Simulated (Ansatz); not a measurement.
Nb3In:
```xyz
8
Lattice="5.3070 0.0000 0.0000 0.0000 5.3070 0.0000 0.0000 0.0000 5.3070" Properties=species:S:1:pos:R:3 pbc="T T T"
Nb     1.3268     0.0000     2.6535
Nb     2.6535     3.9803     0.0000
Nb     3.9803     0.0000     2.6535
Nb     2.6535     1.3268     0.0000
Nb     0.0000     2.6535     3.9803
Nb     0.0000     2.6535     1.3268
In     0.0000     0.0000     0.0000
In     2.6535     2.6535     2.6535
```

This is the r²SCAN-relaxed structure.

**Question.** All from r²SCAN (plane waves, PAW; program Ansatz), unless another level is named. Predict the formation energy from the elements (no fitted shifts).

**Answer.** -54 meV/atom.

**Question.** And the density of states at the Fermi level?

**Answer.** 1.8 states/eV per atom (mean over ±0.08 eV).

Space group Pm-3n (A15 (Cr3Si type)). The workflow started from an entry of the Crystallography Open Database (COD). Its standing as an ambient phase is unchecked. Symmetry was held in the r²SCAN relaxation; its stability against distortions is not shown here. No spin polarisation was allowed. The references are the lowest solids computed at this level, not always the standard phases. Scalar-relativistic: spin–orbit coupling is off unless named, which matters more the heavier the elements.

Potentials: the later of the program's two PAW sets.
